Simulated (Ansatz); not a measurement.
Ba$_{4}$BSb$_{2}$ in Ansatz, relaxation

The command:

```bash
ansatz run input.yaml --threads 2 --pin off --max-ram 3584MiB --backend cpu --events-out ev --progress --plain --runs-dir out
```

The input file (Ansatz 0.2.0, plane waves):

```yaml
crystal:
  lattice:
    - [0.0, 5.089437, 0.0]
    - [5.089437, 0.0, 0.0]
    - [2.544719, 2.544719, -8.926411]
  atoms:
    - { symbol: Ba, position: [0.32751, 0.32751, 0.34498] }
    - { symbol: Ba, position: [0.67249, 0.67249, 0.65502] }
    - { symbol: B, position: [0.5, 0.5, 0.0] }
    - { symbol: Sb, position: [0.1368, 0.1368, 0.7264] }
    - { symbol: Sb, position: [0.8632, 0.8632, 0.2736] }
    - { symbol: Ba, position: [0.5, 0.0, 0.0] }
    - { symbol: Ba, position: [0.0, 0.5, 0.0] }
  symmetry: { tolerance: 0.0003 }
kpoints:
  mp_grid: { grid: [6, 6, 6], shift: [0, 0, 0] }
magnetization:
  spin_polarized: false
scf:
  occupations: { method: fermi_dirac }
  lower_state_search: "off"
hamiltonian:
  pseudopotentials: { kind: paw }
  xc: r2scan
basis:
  ecutwfc: 500
  fft_grid_basis: typed
relax:
  max_steps: 40
  cell: { p_target: 5.0 }
  f_tol: 0.03
output:
  forces: true
  stress: true
  eigenvalues: true
  bader: true
  populations: true
  elf: true
  write_potential: true
  volumetric_format: npy
  dos:
    e_range: [-12, 8]
    de: 0.05
    projected: { site_lists: { B: [B], Ba: [Ba], Sb: [Sb] } }
  write_density: true
checkpoint:
  read: saved_state
```

Origin of the cell: a known structure type with other elements, at an estimated volume, so it need not be a known compound.

The smearing width isn't typed, so it takes its default of 0.1 eV.

The saved state is a converged single point of the same cell.

Excerpt of the output:

```
SCF iter   1: F=-37015.652582 eV  HF=-37016.091535 eV  Δρ=6.76e-3  dr2=5.00e-1  dr2_τ=4.95e-3
SCF iter   2: F=-37016.022414 eV  HF=-37016.042458 eV  Δρ=2.23e-3  dr2=3.09e-2  dr2_τ=2.54e-3
SCF iter   3: F=-37016.036253 eV  HF=-37016.041960 eV  Δρ=1.05e-3  dr2=8.11e-3  dr2_τ=6.16e-5
SCF iter   4: F=-37016.040927 eV  HF=-37016.041095 eV  Δρ=2.67e-4  dr2=3.63e-4  dr2_τ=4.65e-6
SCF iter   5: F=-37016.041069 eV  HF=-37016.041099 eV  Δρ=9.21e-5  dr2=5.01e-5  dr2_τ=1.82e-6
SCF iter   6: F=-37016.041175 eV  HF=-37016.041176 eV  Δρ=2.26e-5  dr2=3.05e-6  dr2_τ=4.66e-8
SCF iter   7: F=-37016.041177 eV  HF=-37016.041177 eV  Δρ=5.54e-6  dr2=1.44e-7  dr2_τ=3.79e-9
SCF iter   8: F=-37016.041177 eV  HF=-37016.041177 eV  Δρ=1.79e-6  dr2=1.42e-8  dr2_τ=1.65e-10
relax step   1: F+E_penalty+E_count = -37016.041177 eV  Δ(F+E_penalty+E_count) = +0.000e0 eV  max|allowed force component| = 4.521e-1 eV/Å  Δτ_max = 0.0000 Å  P = +6.950 GPa  Ω = 231.215 Å³ […]
relax step   2: F+E_penalty+E_count = -37016.521197 eV  Δ(F+E_penalty+E_count) = -4.800e-1 eV  max|allowed force component| = 5.344e-1 eV/Å  Δτ_max = 0.1731 Å  P = +3.789 GPa  Ω = 246.793 Å³ […]
relax step   3: F+E_penalty+E_count = -37016.423531 eV  Δ(F+E_penalty+E_count) = -3.824e-1 eV  max|allowed force component| = 2.716e-2 eV/Å  Δτ_max = 0.0741 Å  P = +4.869 GPa  Ω = 240.818 Å³ […]
relax step   4: F+E_penalty+E_count = -37016.407289 eV  Δ(F+E_penalty+E_count) = +1.624e-2 eV  max|allowed force component| = 3.050e-3 eV/Å  Δτ_max = 0.0037 Å  P = +4.991 GPa  Ω = 240.266 Å³ […]
relax step   5: F+E_penalty+E_count = -37016.403989 eV  Δ(F+E_penalty+E_count) = +3.299e-3 eV  max|allowed force component| = 2.187e-2 eV/Å  Δτ_max = 0.0028 Å  P = +5.017 GPa  Ω = 240.160 Å³ […]
relax step   6: F+E_penalty+E_count = -37016.404269 eV  Δ(F+E_penalty+E_count) = -2.798e-4 eV  max|allowed force component| = 2.185e-2 eV/Å  Δτ_max = 0.0000 Å  P = +5.019 GPa  Ω = 240.160 Å³  stress off target by 2.71e-2 GPa […]
SCF 6 converged in 6 iterations: F = -37016.404269 eV  dr2 = 1.05e-11
basis re-selected at this cell: Δ(F+E_penalty+E_count) = -2.798e-4 eV, ΔP = +0.001 GPa vs the last step (what re-selecting the basis moved, of the pressure what is left beyond the Pulay corre […]
SCF converged after 6 iterations
Free energy (F): -37016.404269 eV
Harris-Foulkes:  -37016.404269 eV  (|F-HF|=0.00e0)
Internal energy: -37016.258406 eV  (E = F + TS)
E sigma→0 (E₀):  -37016.331337 eV
Entropy (-TS):   -0.145864 eV (-20.838 meV/atom)
Fermi energy:    8.328490 eV
--- Per-component energies (eV) ---
  E_band       = -545.395444
  E_kinetic    = 1141.568158
  E_local      = -4880.562870  (includes V_loc(G=0)·N_el)
  E_nonlocal   = 967.290360
  E_hartree    = 2093.234512
  E_xc         = -917.153375
  E_vxc        = -839.902670  (∫ρ·V_xc dr)
  E_paw        = -30294.320344  (= ΣΔE_a)
  E_vpaw       = -1164.411165  (= ΣTr[D̂ρ^β])
  E_aug_tail   = -0.000005  (compensation charges beyond the density's cutoff)
  E_vtau       = 44.153823  (kinetic-family band-sum trace: ∫τ·v_τ [+ j·A + Jᵃ·Aᵃ] dr)
  E_ewald      = -5127.590137
  E_core_change = 1.275296  (= ΣΔE_core)
  E_smearing   = -0.145864  (= −TS)
  Σ components = -37016.404269   (vs F -37016.404269, Δ=0.00e0)
--- Forces (eV/Å), atoms counted from 1 ---
  atom   1  Ba    -0.000000    -0.000000     0.010926
  atom   2  Ba     0.000000     0.000000    -0.010926
  atom   3  B      0.000000     0.000000     0.000000
  atom   4  Sb     0.000000     0.000000    -0.021855
  atom   5  Sb    -0.000000    -0.000000     0.021855
  atom   6  Ba    -0.000000     0.000000     0.000000
  atom   7  Ba    -0.000000     0.000000     0.000000
  max |Σ_I F_I| component: 3.47e-18 eV/Å
--- Stress (GPa, compression-positive) ---
        5.014393      -0.000000      -0.000000
       -0.000000       5.014393      -0.000000
       -0.000000      -0.000000       5.027071
  P = ⅓ Tr σ = 5.0186 GPa (50.186 kbar)
--- Relaxed structure (5 steps of the walk, 4 accepted, 1 SCFs on fresh bases) ---
  F+E_penalty+E_count = -37016.404269 eV   max|allowed force component| = 2.185e-2 eV/Å   (the final SCF, on the basis selected at the relaxed cell)
  cell:  # Å, volume = 240.1601 Å³
    - [-2.027e-15, 5.165597, 1.446e-7]
    - [5.165597, -2.027e-15, 1.446e-7]
    - [2.582799, 2.582799, -9.000355]
  atoms:
    - { symbol: Ba, position: [0.323533, 0.323533, 0.352934] }
    - { symbol: Ba, position: [0.676467, 0.676467, 0.647066] }
    - { symbol: B, position: [0.5, 0.5, 0.0] }
    - { symbol: Sb, position: [0.136416, 0.136416, 0.727167] }
    - { symbol: Sb, position: [0.863584, 0.863584, 0.272833] }
    - { symbol: Ba, position: [0.5, 0.0, 0.0] }
    - { symbol: Ba, position: [0.0, 0.5, 0.0] }
--- Löwdin populations: 7 sites ---
  site symbol       q [e]
     0     Ba      8.4494
     1     Ba      8.4494
     2      B      4.8046
     3     Sb     16.6683
     4     Sb     16.6683
     5     Ba      8.2608
     6     Ba      8.2608
  spilling = 0.019704 (of n_electrons = 73.000000)
--- Bader charges: 7 sites ---
  site symbol  charge [e]  shift [e]
     0     Ba      1.2854     0.0000
     1     Ba      1.2853     0.0000
     2      B     -1.1171     0.0001
     3     Sb     -1.7780     0.0000
     4     Sb     -1.7780     0.0000
     5     Ba      1.0512     0.0000
     6     Ba      1.0512     0.0000
  estimated error of the sums over rays = 4.0e-4 e
```

The starting structure.

Space group I4/mmm (No. 139); the run's cell has a = 5.089 Å, b = 5.089 Å, c = 9.625 Å, α = 74.67°, β = 74.67°, γ = 90.00°. Shortest distances: B–Ba 2.54 Å, Ba–Sb 3.40 Å, Ba–Ba 3.60 Å.

After:

Space group I4/mmm (No. 139); the run's cell has a = 5.166 Å, b = 5.166 Å, c = 9.713 Å, α = 74.58°, β = 74.58°, γ = 90.00°. Shortest distances: B–Ba 2.58 Å, Ba–Sb 3.37 Å.

```yaml
Enthalpy_lowered_by: 12.0 meV/atom
Volume_change: 3.87 %
Final_pressure: 5.02 GPa
Relaxation_steps_listed: 6
```

Caveats: no moments, though an odd count or open d shells may carry them; no spin-orbit coupling, though heavy elements are present; the relaxation held the start's symmetry, so the end may be a saddle point.

It ran for 260 s of wall time on 2 CPU thread(s) of a shared host, from a saved density.
